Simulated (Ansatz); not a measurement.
This Ag₃Sb₂ structure is the end of a relaxation. The cell was found from a structure generator's guess, not taken from experiment.

These are results of DFT PBE, scalar-relativistic, plane waves, PAW (Ansatz), not measurements. Cutoff 420 eV, Γ-centred mesh, Gaussian smearing, no spin polarisation.

```
Ag Sb
1.0
     4.27708    0.00000    0.00000
    -2.13854    3.70406    0.00000
     0.00000    0.00000    8.41646
Ag Sb
3 2
Direct
  0.00000 0.00000 0.33298
  0.33333 0.66667 0.85395
  0.00000 0.00000 0.67323
  0.00000 0.00000 0.01111
  0.33333 0.66667 0.50187
```

Energies over the elements count from the elements' standard structures at the same level, with no fitted energy shifts.

Task: Find its symmetry and describe it.

Result: P3m1 (No. 156). Conventional cell: a = 4.277 Å, c = 8.416 Å. Ag on its first site has 4 Sb at 2.71–2.85 Å and 1 Ag at 2.86 Å; Ag on its second site has 4 Sb at 2.80–2.96 Å and 3 Ag at 2.90 Å; around Ag on its third site lie 4 Sb at 2.84–2.86 Å and 4 Ag at 2.86–2.90 Å; Sb on its first site has 5 Ag at 2.71–2.84 Å; 1 more site not described.

Task: What is its formation energy per atom?

Result: +0.19 eV/atom. A positive value: parting into the elements would lower its energy.

Task: Is it a metal?

Result: Yes, bands cross the Fermi level on the 12×12×6 mesh.

Task: From what recipe could a structure generator have reached it?

Result: One such recipe: close-packed anion layers stacked AB, next cell at A, with sites between them filled layer by layer (P3m1, No. 156). Other recipes can lead to the same cell.

The last run used a 12×12×6 mesh (in the run's order of axes) for its 5-atom cell and Gaussian smearing of 0.10 eV. Spin–orbit coupling, which can matter for Sb, is left out. Symmetry constrained the relaxation, so the result can be a saddle point.
